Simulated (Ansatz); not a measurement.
The relaxed structure here is a generated cell of InP: the first start was made by placing the elements on the sites of a structure type, and the end was not matched to a known phase here, so it may be hypothetical. Known forms of InP include space group No. 216.

One stationary structure of InP. Level of theory: r2SCAN (plane waves to 500 eV, PAW, scalar-relativistic; Ansatz, an electronic-structure program).

```
CELL_PARAMETERS angstrom
      7.20262     0.00000     0.00000
      0.00000     7.20262     0.00000
      0.00000     0.00000     4.18628
ATOMIC_POSITIONS crystal
  In 0.32234 0.67766 0.00000
  In 0.82234 0.82234 0.50000
  In 0.17766 0.17766 0.50000
  In 0.67766 0.32234 0.00000
  P  0.31835 0.31835 0.00000
  P  0.81835 0.18165 0.50000
  P  0.18165 0.81835 0.50000
  P  0.68165 0.68165 0.00000
```

### Question
Determine the symmetry and give the standard cell with its independent sites.

### Answer
Space group P4₂/mnm (No. 136); a = 7.2026 Å, b = 7.2026 Å, c = 4.1863 Å, α = 90.00°, β = 90.00°, γ = 90.00°

```json
[
 {"atom": "In", "site": "4g", "symmetry": "m.2m", "x": "0.1777", "y": "0.1777", "z": "0.5000"},
 {"atom": "P", "site": "4f", "symmetry": "m.2m", "x": "0.3183", "y": "0.3183", "z": "0.0000"}
]
```

This is the AFLOW prototype AB_tP8_136_g_f (as in BeO).

### Question
Give the shortest distances between elements (the closest pairs, up to four, under 3.6 Å).

### Answer
In–P 2.54 Å.

```json
{
  "volume_per_atom": "27.15 Å³",
  "density": "4.46 g/cm³",
  "band_gap": "1.17 eV, direct at Γ (no spin-orbit coupling)"
}
```

No spin polarisation in the result.

The run could not lose the symmetry of its start; a randomly shaken copy of 8 atoms returns to this structure.
